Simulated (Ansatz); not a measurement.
Harmonic vibrational thermodynamics of Sn (diamond, Fd-3m) at fixed volume, DFT-LDA in the program Ansatz with PAW potentials. The rows extrapolate the 0 K crystal and know nothing of melting or changes of phase.

| T (K) | F_vib (meV/atom) | S (J/K per mol of atoms) | C_V (J/K per mol of atoms) |
|---|---|---|---|
| 50 | ___ | 8.6 | ___ |
| 100 | 13.4 | 19.2 | 18.9 |
| 200 | ___ | ___ | 23.1 |
| 300 | ___ | ___ | 24.1 |
| 400 | -104.4 | 50.6 | 24.5 |
| 600 | -220.3 | 60.6 | 24.7 |
| 800 | -353.6 | 67.7 | 24.8 |
| 1000 | -499.9 | 73.3 | 24.9 |

Q: Some entries are withheld; supply them.

A: 
- 50, C_V (J/K per mol of atoms): 11.4
- 50, F_vib (meV/atom): 20.7
- 200, F_vib (meV/atom): -14.9
- 200, S (J/K per mol of atoms): 34.0
- 300, F_vib (meV/atom): -55.4
- 300, S (J/K per mol of atoms): 43.6

This is a known low-temperature phase of the composition, computed here at zero pressure and temperature. The cell was relaxed with LDA under the symmetry of its start; its stability against distortions is not shown here. Spin–orbit coupling is left out wherever it is not named.

Potentials: the earlier of the program's two PAW sets. The files were generated under PBE; for other functionals the program regenerates the frozen cores, and for LDA and PBEsol the local potential too.
